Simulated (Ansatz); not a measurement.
Given:

BAs:
```
BAs
1.0
    0.00000     2.30812     2.30812
    2.30812     0.00000     2.30812
    2.30812     2.30812     0.00000
B As
1 1
Direct
  0.00000   0.00000   0.00000
  0.50000   0.50000   0.50000
```

This is the PBE-relaxed structure.

All from PBE (plane waves, PAW; program Ansatz), unless another level is named. Estimate the electronic character.

metallic (no gap).

What about the formation energy from the elements (no fitted shifts)?

0.87 eV/atom.

Predict the density of states at the Fermi level.

0.38 states/eV per atom (mean over ±0.08 eV).

Next, the gap with spin–orbit coupling?

none (metallic).

Space group Fm-3m (rock salt). The start of the workflow was typed in or built on a structure type; neither database checked (COD, Materials Project) lists it. It is not the phase usual at ambient conditions (space group No. 216). The PBE relaxation kept the symmetry of its start; whether a distortion lowers the energy is not shown. Its formation energy is positive at this level, so the cell may be metastable or incomplete. The references are the lowest solids computed at this level, not always the standard phases. Scalar-relativistic: spin–orbit coupling is off unless named, which matters more the heavier the elements.

Potentials: the later of the program's two PAW sets.
